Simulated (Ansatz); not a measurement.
A scan (energy against volume; even scaling of the relaxed cell, symmetry kept) gave these values. Method: r2SCAN (plane waves to 500 eV, PAW, scalar-relativistic; Ansatz, an electronic-structure program).

| Item | Result |
|---|---|
| Bulk modulus B₀ (third-order Birch-Murnaghan fit) | 193 GPa |
| Pressure derivative B₀′ (fit) | 3.7 |
| Equilibrium volume of the fit | 13.27 Å³/atom |

Question: Of these crystals, all scanned alike, which one is it?
A. CuI (zinc blende)
B. HfN (rock salt)
C. V (bcc, W type)
D. Al (fcc, Cu type)

Answer: C, V (bcc, W type). The others have, for the bulk modulus: Al 91.3 GPa, CuI 43.8 GPa, HfN 281 GPa

All were relaxed with their symmetry unable to fall. CuI is run without spin polarisation. HfN is run without spin polarisation. Spin-orbit coupling is left out. V is run without spin polarisation.

(A scan under strain: stresses follow from slopes of the energy per volume, elastic moduli from its curvatures.)
